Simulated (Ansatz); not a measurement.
Ta₂O₅:
```cif
data_O5Ta2
_chemical_formula_sum 'Ta2 O5'
_space_group_name_H-M_alt 'P 1'
_space_group_IT_number 1
_cell_length_a 3.83858
_cell_length_b 3.85726
_cell_length_c 6.79055
_cell_angle_alpha 90.000
_cell_angle_beta 106.400
_cell_angle_gamma 90.000
loop_
_space_group_symop_operation_xyz
  'x, y, z'
loop_
_atom_site_label
_atom_site_type_symbol
_atom_site_fract_x
_atom_site_fract_y
_atom_site_fract_z
_atom_site_occupancy
Ta1 Ta 0.64583 0.00000 0.79157 1
Ta2 Ta 0.35417 0.00000 0.20843 1
O1 O 0.64975 0.50000 0.79895 1
O2 O 0.35025 0.50000 0.20105 1
O3 O 0.18518 0.00000 0.87020 1
O4 O 0.81482 0.00000 0.12980 1
O5 O 0.50000 0.00000 0.50000 1
```

Relaxed with r²SCAN.

Q: Give the optical modes at the zone centre with their infrared and Raman activity from DFPT, r²SCAN (plane waves, PAW; program Ansatz).

A: Transverse frequencies, without the LO–TO term; a row sums one degenerate level.

```tsv
ω (cm⁻¹)	degeneracy	IR ((D/Å)²/amu)	Raman (Å⁴/amu)	activity
29i	1	0.00	3.5	Raman
79	1	117.13	0	IR
79	1	15.94	0	IR
104	1	0.00	25	Raman
172	1	0.00	17	Raman
173	1	26.93	0	IR
211	1	16.81	0	IR
221	1	0.00	4.9	Raman
254	1	0.00	2.1	Raman
275	1	0.00	71	Raman
322	1	0.92	0	IR
366	1	29.40	0	IR
498	1	0.00	14	Raman
507	1	0.00	32	Raman
527	1	59.99	0	IR
554	1	84.07	0	IR
677	1	0.00	280	Raman
861	1	38.36	0	IR
```

Q: How high does the top mode go among those that the LO–TO term moves?

A: 830 cm⁻¹ for q along x, 957 cm⁻¹ for q along y, 1011 cm⁻¹ for q along z.

Space group Cmmm. The workflow started from a Materials Project entry (that database holds measured and hypothetical structures alike); the Crystallography Open Database copy checked does not list it. COD files the formula under space group No. 49. Whether it is the stable phase at ambient conditions was not checked. The cell was relaxed with r²SCAN under the symmetry of its start; phonons show weakly imaginary modes. No spin polarisation was allowed. Scalar-relativistic: spin–orbit coupling is off unless named, which matters more the heavier the elements.

Potentials: the earlier of the program's two PAW sets.
